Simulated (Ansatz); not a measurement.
PbS₂:
```
PbS2
1.0
   -3.07631     3.07631     3.77592
    3.07631    -3.07631     3.77592
    3.07631     3.07631    -3.77592
Pb S
2 4
Cartesian
  0.00000   0.00000   5.66387
  0.00000   0.00000   1.88796
  3.81116   0.73486   0.00000
 -0.73486   2.34145   3.77592
  2.34145   0.73486   3.77592
  0.73486   2.34145   0.00000
```

r²SCAN (plane waves, PAW; program Ansatz) gives a gap of 0.28 eV without spin–orbit coupling, maximum at M, minimum on the X–R line, 80 % of the way from X.

What happens when spin–orbit coupling is switched on?

The gap closes at this level.

Space group I4/mcm. The first step of the workflow began from a Materials Project structure, measured or hypothetical; the Crystallography Open Database copy checked does not list it. Whether it is the stable phase at ambient conditions was not checked. The r²SCAN relaxation kept the symmetry of its start; its stability against distortions is not shown here.

Potentials: the later of the program's two PAW sets.
